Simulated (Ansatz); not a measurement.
InSb:
```yaml
crystal:
  lattice:
    - [4.62195, 0.00000, 0.00000]
    - [-2.31098, 4.00273, 0.00000]
    - [0.00000, 0.00000, 7.58664]
  atoms:
    - { symbol: In, position: [0.66667, 0.33333, 0.99983] }
    - { symbol: In, position: [0.33333, 0.66667, 0.49983] }
    - { symbol: Sb, position: [0.66667, 0.33333, 0.62537] }
    - { symbol: Sb, position: [0.33333, 0.66667, 0.12537] }
```

Relaxed with HSE06. Special points in fractions of this cell's reciprocal vectors: Γ (0.000, 0.000, 0.000); M (0.500, 0.000, 0.000); K (0.333, 0.333, 0.000); A (0.000, 0.000, 0.500); L (0.500, 0.000, 0.500); H (0.333, 0.333, 0.500).

### Question
List the band energies nearest the valence-band maximum at these points for the program Ansatz at the HSE06 level (PAW).

### Answer
In eV from the valence-band maximum; about four levels below and three above (degenerate sets whole), none deeper than 8.9 eV; points with the same levels are listed once.

```tsv
k	below	above
Γ	-1.14 -1.14 -0.13 0.00 0.00	0.31 0.81 3.40 3.40
M	-3.51 -2.40 -2.00 -1.11	1.63 2.23 3.82
K	-3.80 -2.61 -2.61 -2.39	2.59 4.27 4.27
A	-0.65 -0.65 -0.65 -0.65	1.40 1.40 4.13 4.13 4.13 4.13
L	-1.93 -1.93 -1.85 -1.85	1.49 1.49 3.04 3.04
H	-3.22 -3.22 -1.55 -1.55	2.13 2.13 4.61 4.61
```

Space group P6_3mc (wurtzite). A made-up cell: these elements were put on the sites of a structure type; neither database checked (COD, Materials Project) lists it. It is not the phase usual at ambient conditions (space group No. 216). The cell was relaxed with HSE06 under the symmetry of its start; its stability against distortions is not shown here. The hybrid was solved on a coarse mesh, the path and, where they were found, the r²SCAN edge points; its band edges are the extreme levels among these. Scalar-relativistic: spin–orbit coupling is off unless named, which matters more the heavier the elements.

Potentials: the later of the program's two PAW sets.
